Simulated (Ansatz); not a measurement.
## Y6Al4Pt13: the relaxed cell by functional

The starting cell is an entry of the Crystallography Open Database, a measured cell (2023, 293 K):

```yaml
crystal:
  lattice:
    - [-4.72110, 4.72110, 4.72110]
    - [4.72110, -4.72110, 4.72110]
    - [4.72110, 4.72110, -4.72110]
  atoms:
    - { symbol: Y, position: [0.00000, 0.30037, 0.30037] }
    - { symbol: Y, position: [0.30037, 0.00000, 0.30037] }
    - { symbol: Y, position: [0.00000, 0.69963, 0.69963] }
    - { symbol: Y, position: [0.69963, 0.00000, 0.69963] }
    - { symbol: Y, position: [0.30037, 0.30037, 0.00000] }
    - { symbol: Y, position: [0.69963, 0.69963, 0.00000] }
    - { symbol: Al, position: [0.50000, 0.50000, 0.50000] }
    - { symbol: Al, position: [0.50000, 0.00000, 0.00000] }
    - { symbol: Al, position: [0.00000, 0.00000, 0.50000] }
    - { symbol: Al, position: [0.00000, 0.50000, 0.00000] }
    - { symbol: Pt, position: [0.64530, 0.32265, 0.32265] }
    - { symbol: Pt, position: [0.32265, 0.00000, 0.67735] }
    - { symbol: Pt, position: [0.00000, 0.32265, 0.67735] }
    - { symbol: Pt, position: [0.32265, 0.64530, 0.32265] }
    - { symbol: Pt, position: [0.35470, 0.67735, 0.67735] }
    - { symbol: Pt, position: [0.67735, 0.35470, 0.67735] }
    - { symbol: Pt, position: [0.00000, 0.67735, 0.32265] }
    - { symbol: Pt, position: [0.67735, 0.00000, 0.32265] }
    - { symbol: Pt, position: [0.67735, 0.32265, 0.00000] }
    - { symbol: Pt, position: [0.32265, 0.32265, 0.64530] }
    - { symbol: Pt, position: [0.67735, 0.67735, 0.35470] }
    - { symbol: Pt, position: [0.32265, 0.67735, 0.00000] }
    - { symbol: Pt, position: [0.00000, 0.00000, 0.00000] }
```

Atoms and cell were relaxed at zero pressure with plane-wave PAW DFT (Ansatz 0.2.0; one set of PAW datasets, made under PBE, for all functionals; 420 eV, r2SCAN 500 eV; 5×5×5 Γ-centred mesh, fermi-dirac occupations of width 0.100 eV; no spin polarisation, no spin-orbit coupling, no dispersion correction), keeping the symmetry (Im-3m, No. 229).

Q: How do the functionals compare with each other and with the entry?

A: The relaxed conventional cells:

| functional | a (Å) | volume (Å³/atom) |
| --- | --- | --- |
| LDA | 9.351 | 17.78 |
| PBEsol | 9.423 | 18.19 |
| PBE | 9.541 | 18.88 |
| r2SCAN | 9.486 | 18.55 |
| the entry | 9.442 | 18.30 |

LDA gives the smallest volume and PBE the largest, 6.2 % more, the usual order, since LDA overbinds and PBE's gradient terms loosen the lattice. Against the entry's volume: LDA -2.9 %, PBEsol -0.6 %, PBE +3.2 %, r2SCAN +1.4 %; PBEsol comes nearest.

Caveats: each relaxation keeps the start's symmetry, so a distorted cell may lie lower; computed cells are at 0 K with fixed nuclei, while the entry holds thermal expansion, often some tenths of a per cent in volume and more in soft crystals.
